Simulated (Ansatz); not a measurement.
RbBr (rock salt, Fm-3m), LDA (plane waves, PAW; program Ansatz). The conduction-band minimum lies at Γ, with 1 equivalent valley. Second derivatives d²E/dk² of the lowest band at one valley (eV·Å²), along Cartesian directions:

```tsv
direction	d²E/dk²
[100]	22.61
[010]	22.61
[001]	22.61
[110]	22.62
[101]	22.62
[011]	22.62
```

Question: Find the principal effective masses, the density-of-states mass and the conductivity mass.

Answer: Off-diagonal terms follow from H_xy = H[110] − (H_xx + H_yy)/2, and m*/mₑ = 7.620 eV·Å² over each eigenvalue: 0.34, 0.34, 0.34. One valley's DOS mass (m₁m₂m₃)^(1/3) = 0.34, conductivity mass 3/(Σ 1/mᵢ) = 0.34 mₑ.

Question: What effective density of states Nc follows at 300 K for parabolic valleys?

Answer: Nc = 2.509e19 × 1 × (0.34)^(3/2) ≈ 5.0e18 cm⁻³.

Question: With the computed static dielectric constant 4.85 (mean of the diagonal), estimate a hydrogenic donor's binding energy and radius.

Answer: E = 13.606 eV × 0.34/4.85² ≈ 200 meV; a = 0.529 Å × ε/m* ≈ 7.5 Å. Semilocal masses tend to be too small where the gap is.

Question: With ε∞ = 2.73 and ω_LO = 132 cm⁻¹, what Fröhlich coupling constant follows?

Answer: α = (1/ε∞ − 1/ε0) √(m* × 13.606 eV/ħω_LO) = 2.7.

The LDA relaxation kept the symmetry of its start; phonons on a q-mesh show no instability. Spin–orbit coupling is left out wherever it is not named.

Potentials: the later of the program's two PAW sets.
